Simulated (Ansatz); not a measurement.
The end point of a relaxation of ZrO2. Space group P4₂/nmc (No. 137). Computed with PBEsol (plane waves to 420 eV, PAW, scalar-relativistic; Ansatz, an electronic-structure program).

```cif
data_O4Zr2
_chemical_formula_sum 'Zr2 O4'
_space_group_name_H-M_alt 'P42/nmc :1'
_space_group_IT_number 137
_space_group_name_Hall 'P 4n 2n -1n'
_cell_length_a 3.58443
_cell_length_b 3.58443
_cell_length_c 5.17858
_cell_angle_alpha 90.000
_cell_angle_beta 90.000
_cell_angle_gamma 90.000
loop_
_space_group_symop_operation_xyz
  'x, y, z'
  '-y+1/2, x+1/2, z+1/2'
  '-x, -y, z'
  'y+1/2, -x+1/2, z+1/2'
  'x+1/2, -y+1/2, -z+1/2'
  '-y, -x, -z'
  '-x+1/2, y+1/2, -z+1/2'
  'y, x, -z'
  '-x+1/2, -y+1/2, -z+1/2'
  'y, -x, -z'
  'x+1/2, y+1/2, -z+1/2'
  '-y, x, -z'
  '-x, y, z'
  'y+1/2, x+1/2, z+1/2'
  'x, -y, z'
  '-y+1/2, -x+1/2, z+1/2'
loop_
_atom_site_label
_atom_site_type_symbol
_atom_site_symmetry_multiplicity
_atom_site_Wyckoff_symbol
_atom_site_fract_x
_atom_site_fract_y
_atom_site_fract_z
_atom_site_occupancy
Zr1 Zr 2 a 0.00000 0.00000 0.00000 1
O1 O 4 d 0.00000 0.50000 0.20118 1
```

What band gap does PBEsol give?

4.00 eV, indirect (valence top at 56 % of the way from M to Γ, conduction bottom at Γ) (no spin-orbit coupling).

What is the computed smallest direct gap (PBEsol)?

4.12 eV at Γ.

No spin polarisation in the result.

The run could not lose the symmetry of its start.

It was reached from a disturbed copy of a Fm-3m (No. 225) cell (fluorite type), against which it lies -0.022 eV/atom.

The first start was generated by placing the elements on the sites of a structure type. A measured structure of ZrO2 has the same space group, P4₂/nmc (No. 137); the sites were not compared with it.
